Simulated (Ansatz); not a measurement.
Relaxed ZrC (rock salt):

```
ZrC
1.0
    0.00000     4.70874     4.70874
    2.35437     0.00000     2.35437
    2.35437     2.35437     0.00000
C Zr
2 2
Direct
  0.00000   0.00000   0.00000
  0.50000   0.00000   0.00000
  0.25000   0.50000   0.50000
  0.75000   0.50000   0.50000
```

In this cell atom 4 (Zr, nearest neighbour C at 2.354 Å; its periodic images, 3.3 Å or more away, move with it) is moved by s towards the nearest neighbour, unit vector (0.000, -1.000, 0.000); all other atoms and the cell stay fixed.

Calculation: PBE (plane waves to 420 eV, PAW, scalar-relativistic; Ansatz, a program for electronic structure). k mesh 7×14×14 (Γ-centred), Fermi-Dirac smearing 0.05 eV. The energy includes the smearing's −TS. With partly filled bands, energies and forces of such displacements shift with the k mesh and the smearing. ZrC is run without spin polarisation. ZrC was relaxed with its symmetry unable to fall. ΔE is measured from the undisplaced structure. The last digit holds for this mesh only.

| s (Å) | ΔE (meV/cell) |
|---|---|
| -0.240 | 393.9 |
| -0.192 | 246.5 |
| -0.144 | withheld |
| -0.096 | 59.8 |
| -0.048 | 14.9 |
| 0.000 | 0.0 |
| 0.048 | 14.9 |
| 0.096 | 59.8 |
| 0.144 | withheld |
| 0.192 | 246.5 |
| 0.240 | 393.9 |

**Question.** Fit an even polynomial form (powers 2, 4) to the given rows and predict ΔE at s = -0.144.

**Answer.** Least squares on the 9 given rows: ΔE = (6419)·s² + (7279)·s⁴, in meV/cell with s in Å; root-mean-square residual 0.04 meV/cell. At -0.144 the fit gives 136.2 meV/cell; the calculation gives 136.2 meV/cell, the same to the digits shown. The quadratic term alone would give 133.1 meV/cell.

(For displaced atoms, the force is minus the slope of the energy, and its curvature is a force constant, which sets phonon frequencies.)
